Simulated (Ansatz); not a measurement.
## La9Si10Ni3: frames of a relaxation, Si_i, charge +0, atoms relaxed at the host's cell

Level of theory: PBEsol, no spin polarisation, scalar-relativistic; Ansatz, plane waves to 420 eV (PAW set soft_2), k-mesh 4×3×4.

Positions in Å and forces in eV/Å; free energies count from the last frame.

```
22
Lattice="4.040 4.330 0.000 8.079 -4.330 0.000 2.020 2.165 -9.025" Properties=species:S:1:pos:R:3:forces:R:3 pbc="T T T" step=1 dE=3.003eV
La    9.999    0.066   -3.423    0.405    2.799    2.274
La    6.117    4.312   -3.407   -0.302   -2.472    1.826
La    6.060    0.000   -3.367   -0.058    0.035    0.016
La    4.103    2.244   -5.828    3.406   -0.568   -1.827
La    8.079    2.165   -5.760   -0.001    0.062   -0.178
La    8.078   -2.160   -5.736   -4.382   -0.093   -2.499
La    2.020    2.165   -9.016   -0.020    0.008   -0.123
La    6.060    2.165   -9.016    0.021   -0.097   -0.107
La   10.099    2.165   -9.016   -0.012    0.091   -0.047
Ni   12.119    0.000   -7.798   -0.008    0.114    0.037
Ni    8.079    4.330   -7.798   -0.075   -0.053    0.141
Ni    8.079    0.000   -7.798    0.100    0.069    0.140
Si   10.099    0.000   -6.659   -0.145   -0.280   -0.053
Si    6.060    4.330   -6.659    0.351    0.580   -0.077
Si    6.060    0.000   -6.659    0.024   -0.028   -0.048
Si    4.040    2.165   -2.464   -0.055    0.120   -0.453
Si    8.079    2.165   -2.464   -0.099    0.079    0.286
Si    8.079   -2.165   -2.464   -0.034   -0.032   -0.331
Si   10.099   -2.165   -1.035   -0.011    0.037   -0.197
Si    6.060    2.165   -1.035    0.105   -0.029    0.144
Si    6.060   -2.165   -1.035   -0.069    0.067    0.133
Si    2.054    2.216   -4.552    0.858   -0.411    0.945
```

```
22
Lattice="4.040 4.330 0.000 8.079 -4.330 0.000 2.020 2.165 -9.025" Properties=species:S:1:pos:R:3:forces:R:3 pbc="T T T" step=4 dE=0.463eV
La   10.099    0.155   -3.236    0.012   -0.230   -0.057
La    6.016    4.201   -3.248    0.002    0.263   -0.059
La    6.038    0.009   -3.353   -0.007    0.018    0.074
La    4.532    2.239   -5.911    0.035    0.150    0.293
La    8.090    2.161   -5.822   -0.004    0.019    0.045
La    7.661   -2.242   -5.832   -0.020   -0.090    0.298
La    2.016    2.179   -9.071   -0.007   -0.010    0.077
La    6.028    2.178   -9.030    0.023    0.032    0.017
La   10.108    2.166   -9.031   -0.012   -0.053    0.006
Ni   12.132    0.022   -7.745   -0.004   -0.034   -0.022
Ni    8.050    4.376   -7.770    0.028    0.026    0.008
Ni    8.131   -0.048   -7.764   -0.059   -0.011   -0.011
Si   10.060   -0.300   -6.582   -0.030   -0.004    0.169
Si    6.133    4.659   -6.581    0.071    0.034    0.166
Si    6.076   -0.028   -6.765   -0.032   -0.031   -0.132
Si    3.979    2.123   -2.555    0.116    0.007    0.160
Si    8.059    2.180   -2.369    0.029   -0.019   -0.146
Si    8.098   -2.095   -2.525   -0.119   -0.040    0.189
Si   10.089   -2.150   -1.031    0.007   -0.011   -0.155
Si    6.038    2.108   -0.987   -0.058   -0.034   -0.028
Si    6.061   -2.085   -0.980    0.068    0.037   -0.062
Si    2.088    2.188   -4.802   -0.038   -0.017   -0.830
```

```
22
Lattice="4.040 4.330 0.000 8.079 -4.330 0.000 2.020 2.165 -9.025" Properties=species:S:1:pos:R:3:forces:R:3 pbc="T T T" step=9 dE=0.000eV
La   10.084   -0.050   -3.290   -0.001    0.007   -0.005
La    6.079    4.396   -3.292    0.002   -0.005    0.006
La    6.062    0.009   -3.269    0.001   -0.003   -0.001
La    4.681    2.213   -5.591    0.006   -0.008   -0.001
La    8.082    2.174   -5.808    0.000   -0.002    0.016
La    7.442   -2.196   -5.589   -0.010    0.005   -0.003
La    2.022    2.173   -8.941   -0.001    0.002    0.010
La    6.077    2.222   -9.042   -0.007   -0.002    0.000
La   10.087    2.124   -9.043    0.008    0.003    0.002
Ni   12.122    0.009   -7.703    0.000   -0.002    0.000
Ni    8.087    4.427   -7.806    0.000   -0.008   -0.004
Ni    8.077   -0.081   -7.806    0.001    0.010   -0.002
Si   10.018   -0.169   -6.637   -0.002   -0.001    0.004
Si    6.145    4.516   -6.637    0.004   -0.001    0.003
Si    6.062    0.008   -6.829   -0.002    0.002   -0.008
Si    4.082    2.195   -2.402    0.000    0.005    0.000
Si    8.082    2.174   -2.497    0.000   -0.001    0.003
Si    8.041   -2.179   -2.401    0.000   -0.003    0.001
Si   10.102   -2.157   -0.981    0.000    0.000   -0.005
Si    6.095    2.170   -1.016   -0.007    0.002   -0.006
Si    6.029   -2.153   -1.015    0.006   -0.002   -0.008
Si    2.022    2.173   -5.396    0.002    0.003   -0.002
```

Caveats: a metal with Cr, Mn, Fe, Co or Ni was run without spin, and may be magnetic.
